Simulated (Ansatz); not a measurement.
The relaxed structure here is a generated cell of HfIr3: the first start was made by placing the elements on the sites of a structure type, and the end was not matched to a known phase here, so it may be hypothetical.

One starting cell of HfIr$_{3}$ (a generated cell, HfIr3 built in the AFLOW prototype A3B_cP8_223_c_a (A15, as in Cr3Si)) was relaxed twice with Ansatz (plane waves, PAW, scalar-relativistic): with PBEsol at 420 eV and with PBE at 420 eV. The PBEsol result:

```cif
data_Hf2Ir6
_chemical_formula_sum 'Ir6 Hf2'
_space_group_name_H-M_alt 'Pm-3n'
_space_group_IT_number 223
_space_group_name_Hall '-P 4n 2 3'
_cell_length_a 5.02745
_cell_length_b 5.02745
_cell_length_c 5.02745
_cell_angle_alpha 90.000
_cell_angle_beta 90.000
_cell_angle_gamma 90.000
loop_
_atom_site_label
_atom_site_type_symbol
_atom_site_symmetry_multiplicity
_atom_site_Wyckoff_symbol
_atom_site_fract_x
_atom_site_fract_y
_atom_site_fract_z
_atom_site_occupancy
Ir1 Ir 6 c 0.00000 0.50000 0.25000 1
Hf1 Hf 2 a 0.00000 0.00000 0.00000 1
```

| quantity | PBEsol | PBE |
|---|---|---|
| space group | Pm-3n | Pm-3n |
| volume (Å³/atom) | 15.88 | ___ |
| a (Å) | 5.027 | ___ |
| gap (eV, no spin-orbit coupling) | 0.00 | ___ |

Q: Fill in the PBE column.

A: 
- volume (Å³/atom), PBE: 16.45
- a (Å), PBE: 5.086
- gap (eV, no spin-orbit coupling), PBE: 0.00

Both levels end in the same structure; PBE's volume is 3.6 % larger. Neither column is exact.

No spin polarisation in the result.

The run could not lose the symmetry of its start, so the end can be a saddle point.

All atoms sit on sites fixed by symmetry, so only the cell could relax.

Ansatz is a first-principles code.
